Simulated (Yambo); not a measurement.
```
CELL_PARAMETERS angstrom
      3.84362     0.00000     0.00000
      0.00000     3.84362     0.00000
      0.00000     0.00000     9.08454
ATOMIC_POSITIONS crystal
  O  0.00000 0.00000 0.50000
  O  0.50000 0.50000 0.50000
  I  0.50000 0.00000 0.17472
  I  0.00000 0.50000 0.82528
  Lu 0.00000 0.50000 0.38169
  Lu 0.50000 0.00000 0.61831
```

Cell and atoms were relaxed with PBE+D3(BJ) from Materials Project entry mp-973585, within its symmetry.

Where are the main features of Im ε from RPA with local fields on PBEsol bands (Yambo; 4×4×2 mesh, 118 bands, 3 Ry local-field block, 0.2 eV broadening; field along x)?

Peaks at 3.9 eV (4.3), 4.9 eV (12), 6.4 eV (8.7), 10.5 eV (3.6), heights in brackets. Structure narrower than a few tenths of an eV can come from the finite k mesh. Convergence of the RPA response with its 4×4×2 mesh was not tested. No excitonic effects at this level. Without spin-orbit coupling, band edges of such heavy elements can be off by tenths of an eV. The 4f states are in the valence at their DFT position.
